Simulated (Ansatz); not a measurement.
# Electric field gradients in TiO2

The cell is an entry of the Crystallography Open Database (COD), its atoms then relaxed with PBE in this cell.

Space group Pbca (No. 61); a = 5.1570, b = 9.1910, c = 5.4630 Å.

```csv
site,Wyckoff,site symmetry,x,y,z
Ti,8c,1,0.1389,0.1290,0.9054
O9,8c,1,0.8161,0.0097,0.8510
O17,8c,1,0.4643,0.2299,0.8915
```

One atom of each set is listed.

The numbers come from a DFT calculation in Ansatz (r2SCAN, plane waves and PAW (field gradients read without the response of the frozen cores, which leaves them typically 4 to 6 % off), scalar-relativistic, 500 eV cutoff, Γ-centred 4×3×4 k-points, Fermi–Dirac smearing 0.02 eV).

C_Q = eQV_zz/h, which is 24.18 MHz for Q = 1 b and V_zz = 10²¹ V/m²; η = (V_xx − V_yy)/V_zz. ν_Q = 3|C_Q|/[2I(2I − 1)].

49Ti: I = 7/2, Q = 247.0 mb; ¹⁷O: I = 5/2, Q = -25.58 mb. Nuclear quadrupole moments: year-2017 set (Pyykkö).

Problem. Give the quadrupolar parameters of the distinct sites.

Solution. 

| site | atoms | first shell | C_Q (MHz) | η | ν_Q (MHz) |
| --- | --- | --- | --- | --- | --- |
| Ti | 8 | 6 O at 1.86–2.07 Å | 11.6 | 0.92 | 0.832 |
| O9 | 8 | 3 Ti at 1.86–2.02 Å | -1.39 | 0.95 | 0.209 |
| O17 | 8 | 3 Ti at 1.92–2.07 Å | 1.66 | 0.76 | 0.248 |

Where η is near 1 the sign of V_zz means little.

Hardware: 1 thread of AMD EPYC 9R45 (Zen 5) (x86_64; 16 cores open to the job, memory cap 3.0 GiB, no GPU), a shared host with a load of 0.2 a core. Wall time 31 s, CPU time 30 s, peak memory 1.3 GiB.
